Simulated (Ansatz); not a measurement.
MnCoF$_{5}$: reading a single point

```xyz
14
Lattice="4.3866 3.1161 0.0000 4.3866 -3.1161 0.0000 3.1433 0.0000 -6.6018" Properties=species:S:1:pos:R:3 pbc="T T T"
Mn    0.0000    0.0000    0.0000
Mn    1.5716    0.0000   -3.3009
Co    6.7440   -0.0044   -4.9514
Co    5.1724    0.0044   -1.6505
F     6.7440    2.6194   -4.9514
F     5.1724   -2.6194   -1.6505
F     4.6275    1.2620   -0.2205
F     5.7172    1.2620   -3.0804
F     7.2889   -1.2620   -6.3813
F     6.1992   -1.2620   -3.5214
F     4.8580    0.2057   -5.7865
F     8.6300    0.2057   -4.1163
F     7.0584   -0.2057   -0.8153
F     3.2864   -0.2057   -2.4856
```

The numbers come from plane-wave PAW DFT (Ansatz): PBE, with U_eff = 6.43 eV on Co d, U_eff = 4.53 eV on Mn d (all-electron-ortho-atomic projectors), collinear spin, 420 eV, 4×4×3 Γ-centred k points, fermi-dirac occupations (width 0.0112 eV). Nothing was relaxed.

Magnetic state (reached from a saved solution, and it need not be the lowest): Mn1 up, Mn2 down, Co3 up, Co4 down.

(1) What is the band gap?

(2) Which element gives electrons and which takes them?

(3) Is the cell too large or too small?

(4) How large are the moments?

Origin: a known structure type with other elements, at an estimated volume, so it need not be a known compound. Caveats: gaps of Fe, Co and Ni magnets come out low on these datasets.

## Answers

(1) The gap is 1.08 eV, indirect or between spins (the least direct gap found is 1.21 eV).

(2) Bader charges in e: Mn +2.05, Co +1.58, F -0.76 to -0.71. In the mean Mn gives up most and F takes most.

(3) The pressure is 6.6 GPa (compression positive), so with the atoms held at these fractions the cell would first expand; the forces are large, so a full relaxation may end otherwise. The principal stresses -3.2, 6.2, 16.7 GPa differ, so its shape would change too.

(4) Mn1 +3.71, Mn2 -3.71, Co3 +2.84, Co4 -2.84 μB of spin moment in Bader basins; net size 0.00 μB a cell.
